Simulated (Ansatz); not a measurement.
C:
```yaml
crystal:
  lattice:
    - [2.44459, 0.00000, 0.00000]
    - [-1.22230, 2.11708, 0.00000]
    - [0.00000, 0.00000, 3.61420]
  atoms:
    - { symbol: C, position: [0.33333, 0.66667, 0.00000] }
    - { symbol: C, position: [0.66667, 0.33333, 0.00000] }
```

Relaxed with LDA. Special points in fractions of this cell's reciprocal vectors: Γ (0.000, 0.000, 0.000); M (0.500, 0.000, 0.000); K (0.333, 0.333, 0.000); A (0.000, 0.000, 0.500); L (0.500, 0.000, 0.500); H (0.333, 0.333, 0.500).

Task: List the band energies nearest the Fermi level at these points for LDA in the plane-wave PAW code Ansatz.

Result: In eV from the Fermi level; about four levels below and three above (degenerate sets whole), none deeper than 8.9 eV; … stands for higher levels left out; points with the same levels are listed once.

| k | below | above |
|---|---|---|
| Γ | -7.12 -3.04 -3.04 | 3.21 … |
| M | -6.51 -1.94 | 2.29 … |
| K | – | 0.43 0.43 … |
| A | -8.51 -3.02 -3.02 | 8.36 … |
| L | -6.48 -2.89 | 1.00 … |
| H | -0.45 -0.45 | … |

Space group P6/mmm. The first step of the workflow began from a Materials Project structure, measured or hypothetical; the Crystallography Open Database copy checked does not list it. It is not the phase usual at ambient conditions (space group No. 194, 227). The LDA relaxation kept the symmetry of its start; its stability against distortions is not shown here. A crystal of weakly bound layers computed without a dispersion correction: the cell and the soft elastic constants depend strongly on that. The Fermi level of a semimetal is unsure by some 0.05 eV on such meshes.

Potentials: the later of the program's two PAW sets.
